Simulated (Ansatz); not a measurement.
**Tl₂Pd: enthalpy against pressure**

Tl₂Pd, I4/mcm, a = 6.802 Å, c = 5.834 Å. The structure is a COD entry; whether it is the stable form wasn't checked. Ansatz: r2SCAN, PAW, 500 eV, Γ-centred 8×8×8 mesh on 6 atoms, Gaussian smearing 0.10 eV; no spin polarisation. Cell and atoms are relaxed at each pressure, and no other structure is tried, so the rows at high pressure may lie past a change of phase. y is the enthalpy over the state at zero pressure; there V0 = 22.493 Å³/atom. The pressures are the targets, met within 0.01 GPa.

| P (GPa) | y (eV/atom) |
| --- | --- |
| -1.0 | -0.1415 |
| 0.0 | 0.0000 |
| 1.0 | 0.1394 |
| 4.0 | 0.5466 |
| 12.0 | 1.5731 |
| 25.0 | ? |
| 50.0 | 5.8312 |
| 90.0 | 9.7378 |

**Question.** Fit y = c1 P + c2 P² + c3 P³ to the other rows, say what c1 and c2 mean, and predict the missing value.

**Answer.** Least squares on the rows shown. y = 0.13738 P − 0.00052886 P² + 2.2740×10⁻⁶ P³. Since dH/dP = V, c1 is V0: 0.13738 eV/GPa × 160.2 = 22.008 Å³ against 22.493; c2 = −V0/(2B0) gives B0 = 130 GPa, where a Birch–Murnaghan fit to the volumes of the same runs (not shown) gives 67 GPa: a cubic over this range folds the higher terms into c2. Above P = −c2/(3 c3) = 78 GPa the cubic's slope, the volume, would rise with pressure, so the form fails there. At P = 25.0 the fit asked for gives 3.1395 eV/atom. The run gave 3.1234 eV/atom, so the fit is 0.0161 eV/atom too high, 0.16 % of the span of the series, against an rms of 0.0031 eV/atom on the fitted rows. With a term in P⁴ added, a fit to the same known rows predicts 3.1056 eV/atom, which misses by about as much or more on the other side: the known rows don't fix the higher terms. Also, this row ran on the mesh 10×10×10, its neighbour on 8×8×8, which can shift it a little.

The mesh isn't the same in all rows (8×8×8, 10×10×10). Spin–orbit coupling is left out, which can shift energies with elements as heavy as these.